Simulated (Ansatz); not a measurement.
Fe:
Space group P6₃/mmc (No. 194); a = 2.4073 Å, b = 2.4073 Å, c = 3.8033 Å, α = 90.00°, β = 90.00°, γ = 120.00°

| atom | site | symmetry | x | y | z |
|---|---|---|---|---|---|
| Fe | 2c | -6m2 | 0.3333 | 0.6667 | 0.2500 |

Relaxed at zero pressure with LDA (plane waves, PAW; program Ansatz).

The volume is raised by 9 % and shape and atoms relax at that volume. What pressure results, and how do the axes share the change?

-24.7 GPa; a 3.0 %, b 3.0 %, c 2.7 %; the energy rises by 72 meV/atom.

Give the new structure.


Space group P6₃/mmc (No. 194); a = 2.480 Å, b = 2.480 Å, c = 3.907 Å, α = 90.00°, β = 90.00°, γ = 120.00°

```
atom  site  symmetry       x       y       z
----  ----  --------  ------  ------  ------
Fe      2c      -6m2  0.3333  0.6667  0.2500
```

The phase is kept; no other phase was compared at this pressure.

Space group P6_3/mmc (hcp (Mg type)). This is a known high-pressure phase of the composition, computed here at zero pressure and temperature. Symmetry was held in the LDA relaxation; of distortions, only those at the zone centre were tested. No spin polarisation was allowed. Axis ratios of metals converge slowly with the k-mesh, so a and c are less sure than the volume.

Potentials: the later of the program's two PAW sets.
